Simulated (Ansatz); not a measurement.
ZnSe (zinc blende)

Space group F-43m (No. 216); a = 5.666 Å, b = 5.666 Å, c = 5.666 Å, α = 90.00°, β = 90.00°, γ = 90.00°

| atom | site | symmetry | x | y | z |
|---|---|---|---|---|---|
| Se | 4d | -43m | 0.7500 | 0.7500 | 0.7500 |
| Zn | 4a | -43m | 0.0000 | 0.0000 | 0.0000 |
(The calculation used a cell of 2 atoms; values per cell refer to that cell.)

Two coordinates are scanned: the volume, and the ratio of the stretch along z (the conventional c axis) to the stretch across it. Atoms keep their fractional coordinates.

All values below come from r2SCAN (plane waves to 500 eV, PAW, scalar-relativistic; Ansatz, a program for electronic structure). k mesh 10×10×10 (Γ-centred), Fermi-Dirac smearing 0.05 eV. Compression counts positive. ZnSe was relaxed with its symmetry unable to fall.

Changes of σzz (GPa) from the point V/V₀ = 1.000, (c/a)/(c/a)₀ = 1.000 when one coordinate moves alone (two changes are said to add if the coupling is within 5 % of the smaller one, nearly so within 20 %):

| point | change |
|---|---|
| V/V₀ = 1.000, (c/a)/(c/a)₀ = 0.960 | 0.901 |
| V/V₀ = 1.000, (c/a)/(c/a)₀ = 0.973 | 0.622 |
| V/V₀ = 1.000, (c/a)/(c/a)₀ = 0.987 | 0.321 |
| V/V₀ = 0.920, (c/a)/(c/a)₀ = 1.000 | 6.547 |
| V/V₀ = 0.947, (c/a)/(c/a)₀ = 1.000 | 4.039 |
| V/V₀ = 0.973, (c/a)/(c/a)₀ = 1.000 | 1.873 |
| V/V₀ = 1.027, (c/a)/(c/a)₀ = 1.000 | -1.621 |
| V/V₀ = 1.053, (c/a)/(c/a)₀ = 1.000 | -3.023 |
| V/V₀ = 1.080, (c/a)/(c/a)₀ = 1.000 | -4.236 |
| V/V₀ = 1.000, (c/a)/(c/a)₀ = 1.013 | -0.342 |
| V/V₀ = 1.000, (c/a)/(c/a)₀ = 1.027 | -0.704 |
| V/V₀ = 1.000, (c/a)/(c/a)₀ = 1.040 | -1.085 |

### Question
What is the change at V/V₀ = 1.027, (c/a)/(c/a)₀ = 1.040, where both move, and how far is it from the sum?

### Answer
The sum of the single changes is -1.621 + (-1.085) = -2.706; the calculation gives -2.712, so they add (within 5 % of the smaller single change).

### Question
What is the change at V/V₀ = 1.053, (c/a)/(c/a)₀ = 1.027, where both move, and how far is it from the sum?

### Answer
The sum of the single changes is -3.023 + (-0.704) = -3.727; the calculation gives -3.735, so they add (within 5 % of the smaller single change).

### Question
Do the two effects add at V/V₀ = 1.027, (c/a)/(c/a)₀ = 1.027? Give the computed change.

### Answer
The sum of the single changes is -1.621 + (-0.704) = -2.325; the calculation gives -2.330, so they add (within 5 % of the smaller single change).

(A scan under strain: stresses follow from slopes of the energy per volume, elastic moduli from its curvatures.)
